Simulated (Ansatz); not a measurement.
PbO:
Space group P4/nmm, origin choice 1 (No. 129); a = 4.034 Å, b = 4.034 Å, c = 4.995 Å, α = 90.00°, β = 90.00°, γ = 90.00°

```csv
atom,site,symmetry,x,y,z
Pb,2c,4mm,0.5000,0.0000,0.2377
O,2a,-4m2,0.0000,0.0000,0.0000
```

Relaxed with PBE+D3(BJ).

Q: Give the optical modes at the zone centre with their infrared and Raman activity from DFPT, plane-wave PAW PBE+D3(BJ) (Ansatz code).

A: Transverse frequencies, without the LO–TO term; a row sums one degenerate level.

```csv
ω (cm⁻¹),degeneracy,IR ((D/Å)²/amu),Raman (Å⁴/amu),activity,symmetry
81,2,0.00,15,Raman,Eg
143,1,0.00,220,Raman,A1g
240,2,63.23,0,IR,Eu
330,1,0.00,200,Raman,B1g
378,1,15.47,0,IR,A2u
395,2,0.00,38,Raman,Eg
```

Q: How high does the top mode go among those that the LO–TO term moves?

A: 424 cm⁻¹ for q along x, 424 cm⁻¹ for q along y, 458 cm⁻¹ for q along z.

The PBE+D3(BJ) relaxation kept the symmetry of its start; phonons on a q-mesh show no instability. Spin–orbit coupling is left out wherever it is not named.

Potentials: the later of the program's two PAW sets.
